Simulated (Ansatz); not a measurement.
## How far is PAW off for ScCu?

```
Sc Cu
1.0
     3.25600    0.00000    0.00000
     0.00000    3.25600    0.00000
     0.00000    0.00000    3.25600
Sc Cu
1 1
Direct
  0.50000 0.50000 0.50000
  0.00000 0.00000 0.00000
```

Atom numbers follow the list: Sc1, Cu2.

The geometry is COD entry 1523972, unchecked; take it as a test cell.

Methods: DFT, LDA, PAW with Ansatz's default frozen-core files, scalar-relativistic (Ansatz 0.2.0); DFT, LDA, all-electron PAW with datasets made for the crystal, scalar-relativistic (Ansatz 0.2.0); DFT, LDA, all-electron LAPW, scalar-relativistic (Ansatz 0.2.0).

For PAW: a Γ-centred 11×11×11 k mesh, Fermi–Dirac smearing of 0.05 eV, cutoff 420 eV, no spin polarisation; the PAW files were made with PBE, and the program remakes their frozen cores for this functional. The crystal-made all-electron datasets (AE datasets) take a cutoff of 240 eV at this cell. LAPW targets a basis error of 0.5 meV/atom. The Ansatz runs share mesh, smearing and spin set-up. Plane-wave (PAW) pressures include the program's estimate of the Pulay term.

Stress and pressure are positive in compression.

Levels count from the Fermi level.

```
                      quantity     PAW  AE datasets    LAPW
                pressure (GPa)   -7.61        -7.60   -7.60
highest filled level at Γ (eV)  -2.996       -2.996  -2.996
  lowest empty level at Γ (eV)   0.499        0.498   0.498
highest filled level at M (eV)  -1.822       -1.822  -1.822
  lowest empty level at M (eV)   0.194        0.196   0.196
highest filled level at X (eV)  -2.095       -2.095  -2.095
  lowest empty level at X (eV)   0.261        0.259   0.259
```

PAW's pressure differs from the LAPW value by about 0.01 GPa or less. Datasets made for the crystal and LAPW share parts of one code, so their agreement isn't an independent check.
